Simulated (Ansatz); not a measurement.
SnPt:
```xyz
6
Lattice="5.6923 0.0000 0.0000 -2.8461 4.9297 0.0000 0.0000 0.0000 4.4720" Properties=species:S:1:pos:R:3 pbc="T T T"
Pt     2.8461     0.0000     0.0000
Pt     1.4231     2.4648     0.0000
Pt    -1.4231     2.4648     0.0000
Sn     0.0000     0.0000     0.0000
Sn     0.0000     3.2864     2.2360
Sn     2.8461     1.6432     2.2360
```

Relaxed with r²SCAN. Special points in fractions of this cell's reciprocal vectors: Γ (0.000, 0.000, 0.000); M (0.500, 0.000, 0.000); K (0.333, 0.333, 0.000); A (0.000, 0.000, 0.500); L (0.500, 0.000, 0.500); H (0.333, 0.333, 0.500).

**Question.** List the band energies nearest the Fermi level at these points for the program Ansatz at the r²SCAN level (PAW).

**Answer.** In eV from the Fermi level; about four levels below and three above (degenerate sets whole), none deeper than 8.9 eV; points with the same levels are listed once.

| k | below | above |
|---|---|---|
| Γ | -2.52 -2.52 -0.75 -0.62 | 0.99 0.99 2.07 |
| M | -2.74 -2.66 -2.53 -0.04 | 0.15 0.44 1.09 |
| K | -3.37 -3.37 -2.91 -2.11 -0.10 | 0.19 0.19 1.53 1.53 |
| A | -1.99 -1.99 -0.73 -0.62 | 0.09 0.11 2.98 2.98 |
| L | -2.62 -1.96 -1.83 -0.24 | 0.60 2.93 4.10 |
| H | -2.74 -2.74 -2.03 -1.89 | 0.58 1.74 2.85 2.85 |

Space group P6/mmm. The cell is a constructed one: a structure type filled with these elements; neither database checked (COD, Materials Project) lists it. COD files the formula under space group No. 194, so this cell is another polymorph or a model. Its standing as an ambient phase is unchecked. The r²SCAN relaxation kept the symmetry of its start; whether a distortion lowers the energy is not shown. The run is not spin-polarised. Scalar-relativistic: spin–orbit coupling is off unless named, which matters more the heavier the elements.

Potentials: the earlier of the program's two PAW sets.
